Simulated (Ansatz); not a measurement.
Space group Pm-3m (No. 221). a = 4.490 Å, b = 4.490 Å, c = 4.490 Å, α = 90.00°, β = 90.00°, γ = 90.00°
```csv
atom,site,symmetry,x,y,z
Hf,3d,4/mm.m,0.5000,0.0000,0.0000
Ti,1b,m-3m,0.5000,0.5000,0.5000
N,3c,4/mm.m,0.0000,0.5000,0.5000
N,1a,m-3m,0.0000,0.0000,0.0000
```

Equation of state of this Hf₃TiN₄ structure (not necessarily the ground state), with shape and atoms relaxed at each volume where symmetry leaves them free. It has no gap at any of these volumes. Method: DFT PBE, scalar-relativistic, plane waves, PAW (Ansatz 0.2.0).

Plane waves to 420 eV, a k mesh through Γ of 8×8×8 on the computed 8-atom cell and Gaussian smearing (0.10 eV); no spin polarisation.

| V (Å³/atom) | E − E(largest V) (meV/atom) | P (GPa) |
| --- | --- | --- |
| 9.960 | 87.32 | 43.85 |
| 10.300 | 9.38 | 30.13 |
| 10.639 | -41.73 | 18.45 |
| 10.979 | -69.97 | 8.47 |
| 11.318 | -78.62 | -0.04 |
| 11.658 | -70.64 | -7.31 |
| 11.997 | -48.34 | -13.52 |
| 12.450 | 0.00 | -20.41 |

Question: Fit a third-order Birch–Murnaghan equation, E = E0 + (9V0B0/16)·[(x − 1)³B0' + (x − 1)²(6 − 4x)] with x = (V0/V)^(2/3), to E(V).

Answer: V0 = 11.32 Å³/atom, B0 = 262 GPa, B0' = 4.2.

Spin-orbit coupling is left out, which matters for the bands of heavy elements.

The cell was found from a structure generator's guess, not taken from experiment.
